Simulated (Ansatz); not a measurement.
The cell comes from COD entry 9013008, which wasn't checked; take it as a given geometry. The listed cell was then made from it by scaling, straining or moving an atom.

Sb: DFT, LDA, all-electron LAPW, scalar-relativistic (Ansatz 0.2.0).

The relaxation starts from this cell:

```xyz
1
Lattice="3.2421 0.0000 0.0000 0.0000 3.2421 0.0000 0.0000 0.0000 3.2421" Properties=species:S:1:pos:R:3 pbc="T T T"
Sb    0.0000    0.0000    0.0000
```

Output:

```
The last accepted step is kept in <dir> (removed where the run ends without a failure and the disk answers)
LAPW: plane waves up to 7.006 Å⁻¹, error target 1.0e-3 eV per atom; small_component_spin mean_spin; Sb in spheres of 1.572 Å, 23 of its electrons in bands, Dirac shells []
Engine: ansatz 0.2.0
Pseudopotentials: kind: all_electron
Pseudopotential: Sb, LAPW, valence charge 23, Koelling and Harmon's equation, gaussian nucleus
Functional definition: SPW92
  exchange = slater_x
  correlation = pw_c
Crystal: 1 atoms, lattice volume = 34.079 Å³
Basis set: ecut = 186.98295459390934 eV, 203 PW (Γ), exchange–correlation at level 2
Bands: 16, of which v1, the nominal top of the filled ones, is band 12 counted from 1 (11 counted from 0)
Symmetry: 48 space group operations
Space group: Pm-3m (ITA 221), of the structure as read, at distance tolerance 3.2e-5 Å
k-points: 56 of 1000
Non-local potential: Sb, projectors of the file, none
Initial density: superposition of atomic densities (chi_scale 0.1, normalization cell)
Initial wavefunctions: plane waves of lowest kinetic energy (no species holds an atomic orbital)
Functional: x = slater, c = lda
iter 1 solved again at ethr=5.97e-5 eV; its pass at ethr=1.00e-1 eV (dr2=1.37e-2 eV) is discarded
SCF iter   1: F=—  HF=-176219.494853 eV  |F-HF|=—  |Δ(HF+E_count)|=         —  Δρ=7.78e-3  dr2=1.39e-2  ethr=5.97e-5  ⟨swp⟩=3.1  Hψ=6280  notcnv=0
preconditioner: auto → none  [metal: Δε(μ)=0.122 eV  Ē_g=11.460 eV  σ=0.050 eV  W_gap=0.47  n_scr=6 (ndim 8)  ℏωp=14.2 eV  f_vac=0.042  D(μ)=0.53/eV (n_scr^D=0)  sad-step TF]
SCF iter   2: F=—  HF=-176219.488233 eV  |F-HF|=—  |Δ(HF+E_count)|=   6.62e-3  Δρ=5.07e-3  dr2=7.02e-3  ethr=5.97e-5  ⟨swp⟩=2.0  Hψ=2499  notcnv=0
iter 3 solved again at ethr=2.06e-6 eV; its pass at ethr=3.05e-5 eV (dr2=4.75e-4 eV) is discarded
SCF iter   3: F=—  HF=-176219.488229 eV  |F-HF|=—  |Δ(HF+E_count)|=   3.93e-6  Δρ=1.33e-3  dr2=4.75e-4  ethr=2.06e-6  ⟨swp⟩=2.0  Hψ=4272  notcnv=0
SCF iter   4: F=—  HF=-176219.488092 eV  |F-HF|=—  |Δ(HF+E_count)|=   1.36e-4  Δρ=1.59e-4  dr2=8.12e-6  ethr=2.06e-6  ⟨swp⟩=2.0  Hψ=2500  notcnv=0
SCF iter   5: F=—  HF=-176219.488093 eV  |F-HF|=—  |Δ(HF+E_count)|=   4.01e-7  Δρ=2.67e-5  dr2=2.61e-7  ethr=3.53e-8  ⟨swp⟩=2.0  Hψ=2500  notcnv=0
SCF iter   6: F=-176219.488093 eV  HF=-176219.488093 eV  |F-HF|=5.82e-11  |Δ(HF+E_count)|=   2.19e-7  Δρ=8.87e-7  dr2=2.92e-10  ethr=1.13e-9  ⟨swp⟩=2.8  Hψ=2542  notcnv=0
SCF 1 converged in 6 iterations: F = -176219.488093 eV  dr2 = 2.92e-10
relax step   1: F+E_penalty+E_count = -176219.48809307 eV  Δ(F+E_penalty+E_count) = +0.000e0 eV  max|allowed force component| = 0.000e0 eV/Å  Δτ_max = 0.0000 Å  P = -8.357 GPa  Ω = 34.079 Å³  (6 SCF iters, accepted)
Crystal: 1 atoms, lattice volume = 29.334 Å³
Basis set: ecut = 206.63918410850573 eV, 203 PW (Γ), exchange–correlation at level 2
Initial density: handed on by an earlier stage of this run
Initial wavefunctions: those handed on with the density
iter 1 solved again at ethr=1.12e-5 eV; its pass at ethr=1.00e-1 eV (dr2=2.58e-3 eV) is discarded
SCF iter   1: F=—  HF=-176219.666808 eV  |F-HF|=—  |Δ(HF+E_count)|=         —  Δρ=2.20e-3  dr2=2.64e-3  ethr=1.12e-5  ⟨swp⟩=4.4  Hψ=5023  notcnv=0
preconditioner: auto → none  [metal: Δε(μ)=0.070 eV  Ē_g=12.341 eV  σ=0.050 eV  W_gap=0.33  n_scr=6 (ndim 8)  ℏωp=15.3 eV  f_vac=0.024  D(μ)=0.33/eV (n_scr^D=0)]
SCF iter   2: F=—  HF=-176219.665941 eV  |F-HF|=—  |Δ(HF+E_count)|=   8.67e-4  Δρ=8.78e-4  dr2=4.25e-4  ethr=1.12e-5  ⟨swp⟩=2.0  Hψ=2498  notcnv=0
iter 3 solved again at ethr=2.34e-8 eV; its pass at ethr=1.85e-6 eV (dr2=5.39e-6 eV) is discarded
SCF iter   3: F=—  HF=-176219.665836 eV  |F-HF|=—  |Δ(HF+E_count)|=   1.05e-4  Δρ=9.85e-5  dr2=5.39e-6  ethr=2.34e-8  ⟨swp⟩=2.0  Hψ=4269  notcnv=0
SCF iter   4: F=—  HF=-176219.665829 eV  |F-HF|=—  |Δ(HF+E_count)|=   6.62e-6  Δρ=2.43e-5  dr2=1.96e-7  ethr=2.34e-8  ⟨swp⟩=2.0  Hψ=2498  notcnv=0
SCF iter   5: F=-176219.665829 eV  HF=-176219.665829 eV  |F-HF|=6.11e-10  |Δ(HF+E_count)|=   4.02e-8  Δρ=2.16e-6  dr2=9.57e-10  ethr=8.51e-10  ⟨swp⟩=2.7  Hψ=2536  notcnv=0
SCF 2 converged in 5 iterations: F = -176219.665829 eV  dr2 = 9.57e-10
relax step   2: F+E_penalty+E_count = -176219.66582898 eV  Δ(F+E_penalty+E_count) = -1.777e-1 eV  max|allowed force component| = 0.000e0 eV/Å  Δτ_max = 0.0000 Å  P = -2.716 GPa  Ω = 29.334 Å³  (5 SCF iters, accepted)
Crystal: 1 atoms, lattice volume = 27.495 Å³
Basis set: ecut = 215.75519427635842 eV, 203 PW (Γ), exchange–correlation at level 2
iter 1 solved again at ethr=2.32e-6 eV; its pass at ethr=1.00e-1 eV (dr2=5.33e-4 eV) is discarded
SCF iter   1: F=—  HF=-176219.674821 eV  |F-HF|=—  |Δ(HF+E_count)|=         —  Δρ=1.05e-3  dr2=5.48e-4  ethr=2.32e-6  ⟨swp⟩=4.3  Hψ=5022  notcnv=0
preconditioner: auto → none  [metal: Δε(μ)=0.103 eV  Ē_g=12.732 eV  σ=0.050 eV  W_gap=0.42  n_scr=6 (ndim 8)  ℏωp=15.8 eV  f_vac=0.024  D(μ)=0.33/eV (n_scr^D=0)]
SCF iter   2: F=—  HF=-176219.674679 eV  |F-HF|=—  |Δ(HF+E_count)|=   1.42e-4  Δρ=4.35e-4  dr2=9.31e-5  ethr=2.32e-6  ⟨swp⟩=2.0  Hψ=2494  notcnv=0
iter 3 solved again at ethr=3.75e-9 eV; its pass at ethr=4.05e-7 eV (dr2=8.61e-7 eV) is discarded
SCF iter   3: F=—  HF=-176219.674661 eV  |F-HF|=—  |Δ(HF+E_count)|=   1.82e-5  Δρ=4.22e-5  dr2=8.60e-7  ethr=3.75e-9  ⟨swp⟩=2.0  Hψ=4264  notcnv=0
SCF iter   4: F=-176219.674660 eV  HF=-176219.674660 eV  |F-HF|=4.77e-9  |Δ(HF+E_count)|=   1.27e-6  Δρ=1.16e-5  dr2=3.37e-8  ethr=3.74e-9  ⟨swp⟩=2.0  Hψ=2494  notcnv=0
SCF 3 converged in 4 iterations: F = -176219.674660 eV  dr2 = 3.37e-8
relax step   3: F+E_penalty+E_count = -176219.67465995 eV  Δ(F+E_penalty+E_count) = -8.831e-3 eV  max|allowed force component| = 0.000e0 eV/Å  Δτ_max = 0.0000 Å  P = +1.436 GPa  Ω = 27.495 Å³  (4 SCF iters, accepted)
Crystal: 1 atoms, lattice volume = 28.104 Å³
Basis set: ecut = 212.6241653280129 eV, 203 PW (Γ), exchange–correlation at level 2
iter 1 solved again at ethr=2.07e-7 eV; its pass at ethr=1.00e-1 eV (dr2=4.76e-5 eV) is discarded
SCF iter   1: F=—  HF=-176219.677128 eV  |F-HF|=—  |Δ(HF+E_count)|=         —  Δρ=3.43e-4  dr2=5.97e-5  ethr=2.07e-7  ⟨swp⟩=4.4  Hψ=5072  notcnv=0
preconditioner: auto → none  [metal: Δε(μ)=0.091 eV  Ē_g=12.590 eV  σ=0.050 eV  W_gap=0.39  n_scr=6 (ndim 8)  ℏωp=15.7 eV  f_vac=0.036  D(μ)=0.34/eV (n_scr^D=0)]
SCF iter   2: F=—  HF=-176219.677112 eV  |F-HF|=—  |Δ(HF+E_count)|=   1.53e-5  Δρ=1.41e-4  dr2=1.02e-5  ethr=2.07e-7  ⟨swp⟩=2.0  Hψ=2497  notcnv=0
iter 3 solved again at ethr=4.03e-10 eV; its pass at ethr=4.42e-8 eV (dr2=9.28e-8 eV) is discarded
SCF iter   3: F=—  HF=-176219.677110 eV  |F-HF|=—  |Δ(HF+E_count)|=   2.00e-6  Δρ=1.35e-5  dr2=9.26e-8  ethr=4.03e-10  ⟨swp⟩=2.0  Hψ=4266  notcnv=0
SCF iter   4: F=-176219.677110 eV  HF=-176219.677110 eV  |F-HF|=2.91e-10  |Δ(HF+E_count)|=   1.35e-7  Δρ=3.65e-6  dr2=3.58e-9  ethr=4.03e-10  ⟨swp⟩=2.0  Hψ=2497  notcnv=0
SCF 4 converged in 4 iterations: F = -176219.677110 eV  dr2 = 3.58e-9
relax step   4: F+E_penalty+E_count = -176219.67711028 eV  Δ(F+E_penalty+E_count) = -2.450e-3 eV  max|allowed force component| = 0.000e0 eV/Å  Δτ_max = 0.0000 Å  P = -0.116 GPa  Ω = 28.104 Å³  (4 SCF iters, accepted)
Crystal: 1 atoms, lattice volume = 28.058 Å³
Basis set: ecut = 212.85824496430106 eV, 203 PW (Γ), exchange–correlation at level 2
iter 1 solved again at ethr=1.04e-9 eV; its pass at ethr=1.00e-1 eV (dr2=2.39e-7 eV) is discarded
SCF iter   1: F=—  HF=-176219.677128 eV  |F-HF|=—  |Δ(HF+E_count)|=         —  Δρ=2.49e-5  dr2=3.05e-7  ethr=1.04e-9  ⟨swp⟩=5.3  Hψ=5063  notcnv=0
preconditioner: auto → none  [metal: Δε(μ)=0.092 eV  Ē_g=12.602 eV  σ=0.050 eV  W_gap=0.40  n_scr=6 (ndim 8)  ℏωp=15.7 eV  f_vac=0.036  D(μ)=0.34/eV (n_scr^D=0)]
SCF iter   2: F=-176219.677128 eV  HF=-176219.677128 eV  |F-HF|=1.87e-8  |Δ(HF+E_count)|=   1.07e-7  Δρ=9.89e-6  dr2=4.83e-8  ethr=1.04e-9  ⟨swp⟩=2.0  Hψ=2497  notcnv=0
SCF 5 converged in 2 iterations: F = -176219.677128 eV  dr2 = 4.83e-8
relax step   5: F+E_penalty+E_count = -176219.67712765 eV  Δ(F+E_penalty+E_count) = -1.737e-5 eV  max|allowed force component| = 0.000e0 eV/Å  Δτ_max = 0.0000 Å  P = -0.005 GPa  Ω = 28.058 Å³  (2 SCF iters, accepted)
iter 1 solved again at ethr=2.10e-10 eV; its pass at ethr=1.00e-1 eV (dr2=4.83e-8 eV) is discarded
SCF iter   1: F=—  HF=-176219.677128 eV  |F-HF|=—  |Δ(HF+E_count)|=         —  Δρ=9.88e-6  dr2=4.83e-8  ethr=2.10e-10  ⟨swp⟩=2.7  Hψ=4331  notcnv=0
SCF iter   2: F=-176219.677128 eV  HF=-176219.677128 eV  |F-HF|=2.71e-9  |Δ(HF+E_count)|=   1.36e-8  Δρ=4.22e-6  dr2=8.83e-9  ethr=2.10e-10  ⟨swp⟩=2.0  Hψ=2497  notcnv=0
SCF 6 converged in 2 iterations: F = -176219.677128 eV  dr2 = 8.83e-9
relax step   6: F+E_penalty+E_count = -176219.67712769 eV  Δ(F+E_penalty+E_count) = -3.909e-8 eV  max|allowed force component| = 0.000e0 eV/Å  Δτ_max = 0.0000 Å  P = -0.005 GPa  Ω = 28.058 Å³  stress off target by 4.58e-3 GPa  SCF on the basis re-selected at this cell (its energy is not comparable with the rows above)  (2 SCF iters)
basis re-selected at this cell: Δ(F+E_penalty+E_count) = -3.909e-8 eV, ΔP = +0.000 GPa vs the last step (what re-selecting the basis moved, after the strain that the cell walked since its last selection, with what the two solves' SCF thresholds leave and, on support functions, any second-order correction that the steps lacked; it is no measure of the basis error at this ecutwfc). This SCF's stress stands 4.58e-3 GPa from its target on what of the cell is left free (relax.cell.stress_tol is 5.00e-2 GPa) and its largest allowed force component is 0.00e0 eV/Å (relax.f_tol is 5.00e-3 eV/Å): within both
SCF converged after 2 iterations
Free energy (F): -176219.677128 eV
Harris-Foulkes:  -176219.677128 eV  (|F-HF|=2.71e-9)
Internal energy: -176219.674360 eV  (E = F + TS)
E sigma→0 (E₀):  -176219.675744 eV
Entropy (-TS):   -0.002768 eV (-2.768 meV/atom)
Fermi energy:    13.356601 eV
--- Per-component energies (eV) ---
  E_band       = -876.579331
  E_kinetic    = 185665.966569
  E_xc         = -4493.663385
  E_electrostatic = -357391.977544  (all electrons and nuclei)
  E_smearing   = -0.002768  (= −TS)
  E_closure    = 0.000000  (closes the sum)
  E_atoms      = -176214.878511  (free atoms, spherical and without spin; not in F)
  Σ components = -176219.677128   (vs F -176219.677128, Δ=0.00e0)
  Basis errors (estimates in eV, not in F): energy 4.6e-4 per atom: plane waves 4.6e-4 (2.5e-4 summed), levels above the bands 4.4e-46, relativity 2.3e-9, radial functions 5.1e-6, core shells 2.5e-9; eigenvalues (radial functions only) 3.5e-6; not estimated: angular momenta, meshes, grids; target (lapw.basis_error) 1.0e-3; muffin-tin radii Sb 1.474 Å
--- Forces (eV/Å), atoms counted from 1 ---
  atom   1  Sb     0.00000000    -0.00000000    -0.00000000
  max |Σ_I F_I| component: 7.19e-33 eV/Å
--- Stress (GPa, compression-positive) ---
       -0.004584      -0.000000      -0.000000
       -0.000000      -0.004584      -0.000000
       -0.000000      -0.000000      -0.004584
  P = ⅓ Tr σ = -0.0046 GPa (-0.046 kbar)
--- Relaxed structure (5 steps of the walk, 5 accepted, 1 SCFs on fresh bases) ---
  F+E_penalty+E_count = -176219.67712769 eV   max|allowed force component| = 0.000e0 eV/Å   (the final SCF, on the basis selected at the relaxed cell)
  cell:  # Å, volume = 28.0577 Å³
    - [3.0386739651962658, 4.140749380432557e-33, 0.0]
    - [4.140749380432557e-33, 3.0386739651962658, -3.209883240645393e-35]
    - [0.0, -3.209883240645393e-35, 3.0386739651962658]
  atoms:
    - { symbol: Sb, position: [0.0, 0.0, 0.0] }
```
